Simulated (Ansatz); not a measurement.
Zn, DFT, PBEsol, PAW with Ansatz's default frozen-core files, scalar-relativistic (Ansatz 0.2.0), run on 1 thread of Arm Neoverse V2 on a shared host.

The cell comes from COD entry 9008522, which wasn't checked; take it as a given geometry. The listed cell was then made from it by scaling, straining or moving an atom.

Command: `ansatz run input.yaml --threads 1 --pin off --max-ram 3072MiB --backend cpu --events-out ev --progress --plain --runs-dir out`

```yaml
crystal:
  lattice:
    - [2.6196232574, 0.0, 0.0]
    - [-1.3098116287, 2.2686602892, 0.0]
    - [0.0, 0.0, 4.8628414268]
  atoms:
    - { symbol: Zn, position: [0.3333333333, 0.6666666667, 0.25] }
    - { symbol: Zn, position: [0.6666666667, 0.3333333333, 0.75] }
kpoints:
  mp_grid: { grid: [18, 18, 8] }
scf:
  occupations: { method: fermi_dirac, width: 0.03 }
hamiltonian:
  xc: pbesol
  pseudopotentials: { kind: paw }
output:
  forces: true
  stress: true
  eigenvalues: true
  efg: { contact_densities: true }
```

(1) How large is the problem that the program sets up?

(2) Estimate the wall time and the peak memory.

(3) And the same cell and mesh by LAPW (all electrons), asked for forces, stress, eigenvalues, on the same hardware?

(4) And the same cell and mesh by all-electron PAW (datasets made for this crystal), asked for forces, stress, eigenvalues, efg, on the same hardware?

## Answers

(1) 185 irreducible k-points, 563 plane waves at Γ, 16 bands.

(2) 4 s of wall time for 6 SCF iterations, with a peak of 0.37 GiB. Times on shared machines scatter by tens of per cent.

(3) 32 s, peak memory 0.61 GiB.

(4) 13 s, peak memory 0.56 GiB.
